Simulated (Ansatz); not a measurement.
# Computed properties of CaCu2S2

CaCu$_{2}$S$_{2}$:
```yaml
crystal:
  lattice:
    - [3.92175, 0.00000, 0.00000]
    - [-1.96087, 3.39633, 0.00000]
    - [0.00000, 0.00000, 6.53358]
  atoms:
    - { symbol: Cu, position: [0.33333, 0.66667, 0.37287] }
    - { symbol: Cu, position: [0.66667, 0.33333, 0.62713] }
    - { symbol: Ca, position: [0.00000, 0.00000, 0.00000] }
    - { symbol: S, position: [0.33333, 0.66667, 0.74153] }
    - { symbol: S, position: [0.66667, 0.33333, 0.25847] }
```

Space group P-3m1 (No. 164); conventional cell a = 3.9217 Å, b = 3.9217 Å, c = 6.5336 Å, α = 90.00°, β = 90.00°, γ = 120.00°.

Method: PBE in the plane-wave PAW code Ansatz. The cell and atoms are relaxed at this level. Other levels are named where they apply.

### Cell and energy

```json
{
 "volume_per_atom": "17.40 Å³",
 "density": "4.41 g/cm³",
 "Formation energy from the elements (no fitted shifts)": "-91 kJ/mol of atoms"
}
```

### Electronic structure

```json
{
 "band_gap": "1.07 eV (direct)",
 "valence_band_maximum": "at Γ",
 "conduction_band_minimum": "at Γ",
 "electron_effective_mass": "0.18 mₑ (isotropic)",
 "Hole effective mass, band 1 of 2 at the edge": "0.96 along x, 1.3 along z (mₑ)",
 "Hole effective mass, band 2 of 2 at the edge": "0.18 along x, 1.3 along z (mₑ)"
}
```

### Mechanics

```json
{
  "Bulk modulus (Birch–Murnaghan fit)": "76.3 GPa",
  "Pressure derivative B′": "4.6"
}
```

The workflow started from an entry of the Crystallography Open Database (COD, 293 K). Its standing as an ambient phase is unchecked. The cell was relaxed with PBE under the symmetry of its start; whether a distortion lowers the energy is not shown. The run is not spin-polarised. The references are the lowest solids computed at this level, not always the standard phases.

Potentials: the later of the program's two PAW sets.
